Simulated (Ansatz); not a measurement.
# ZnB₆: rattling a relaxed structure

It was reached by relaxing an invented guess, and it needn't be the stable form of this composition.

Level of theory: DFT PBE, scalar-relativistic, plane waves, PAW (Ansatz 0.2.0). Settings: cutoff 420 eV, Γ-centred mesh 10×10×10 on the computed 7-atom cell, Gaussian smearing of 0.10 eV; no spin polarisation.

The cell below (7 atoms, space group Pm-3m (No. 221)) is relaxed within its symmetry.

```
Zn B
1.0
     4.13245    0.00000    0.00000
     0.00000    4.13245    0.00000
     0.00000    0.00000    4.13245
Zn B
1 6
Direct
  0.00000 0.00000 0.00000
  0.80103 0.50000 0.50000
  0.19897 0.50000 0.50000
  0.50000 0.50000 0.80103
  0.50000 0.50000 0.19897
  0.50000 0.19897 0.50000
  0.50000 0.80103 0.50000
```

For the test it was strained at random (σ = 1.5 % a component), the atoms were moved at random (σ = 0.10 Å), and all was relaxed again on a coarse 6×6×6 mesh (in the run’s order of axes) with 0.10 eV smearing, with no symmetry imposed.

Q: Is the structure stable against such a distortion?

A: It doesn't return. The energy falls by 142 meV/atom on that mesh, the volume changes by 5.3 %, and the end has space group P4mm (No. 99) at a loose tolerance. Relaxed again on a 10×10×10 mesh with 0.10 eV smearing, the new structure lies 139 meV/atom below the first (mesh in the axes of the run's cell; the cell below is made exact in the group named). Space group P4mm (No. 99), tetragonal, a = 4.189 Å, c = 4.229 Å. Around Zn lie 8 B at 2.30 Å; B on a site of symmetry m is surrounded by 5 B at 1.72–1.79 Å and 2 Zn at 2.30 Å; B on a site of symmetry 4mm has 1 B at 1.67 Å and 4 B at 1.79 Å; B on a second site of symmetry 4mm is surrounded by 5 B at 1.67–1.76 Å.

```
CELL_PARAMETERS angstrom
4.18855 0.00000 0.00000
0.00000 4.18855 0.00000
0.00000 0.00000 4.22857
ATOMIC_POSITIONS crystal
Zn 0.50000 0.50000 0.65457
B 0.70586 0.00000 0.55589
B 0.29414 0.00000 0.55589
B 0.00000 0.70586 0.55589
B 0.00000 0.29414 0.55589
B 0.00000 0.00000 0.86336
B 0.00000 0.00000 0.25847
```
